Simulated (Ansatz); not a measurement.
Consider the following.

Al₂GaN₃:
```xyz
12
Lattice="5.7432 1.5679 0.0000 -5.7432 1.5679 0.0000 -1.8950 0.0000 7.1757" Properties=species:S:1:pos:R:3 pbc="T T T"
Al    -6.2597     1.5679     4.3827
Al    -4.8905     1.5679     1.6023
Al     2.1277     1.5679     3.9860
Al    -2.3016     1.5679     6.3646
Ga     0.7749     1.5679     6.7623
Ga    -1.7865     1.5679     1.9963
N      2.5034     1.5679     5.8481
N     -0.0686     1.5679     1.0587
N     -4.5753     1.5679     3.4798
N     -3.2231     1.5679     0.7053
N      3.8240     1.5679     3.1234
N     -0.6419     1.5679     5.4322
```

This is the PBEsol-relaxed structure. x, y and z are the axes in which the lattice vectors are written.

Problem. All from the program Ansatz at the PBEsol level (PAW), unless another level is named. Predict the piezoelectric stress constants (proper, relaxed ions, C/m²).

Solution. e11 = 0.61, e12 = -0.49, e15 = -0.75, e24 = 0.17, e26 = -0.30, e31 = -0.66, e32 = 0.29, e33 = 0.31, e35 = 0.18.

Problem. And the Debye temperature from the elastic constants?

Solution. 776 K.

Problem. Give the elastic constants (relaxed ions, GPa).

Solution. C11 = 347, C22 = 368, C33 = 346, C12 = 110, C13 = 123, C23 = 125, C44 = 112, C55 = 124, C66 = 106, C15 = -17.7, C25 = 14.6, C35 = 13.4, C46 = 7.0.

Space group Cm. The workflow started from a Materials Project entry (that database holds measured and hypothetical structures alike); the Crystallography Open Database copy checked does not list it. With Al and Ga taken as one species the cell has the higher symmetry P6_3mc, so it may be an ordered model of a mixed-site phase. Whether it is the stable phase at ambient conditions was not checked. The cell was relaxed with PBEsol under the symmetry of its start; of distortions, only those at the zone centre were tested.

Potentials: the later of the program's two PAW sets.
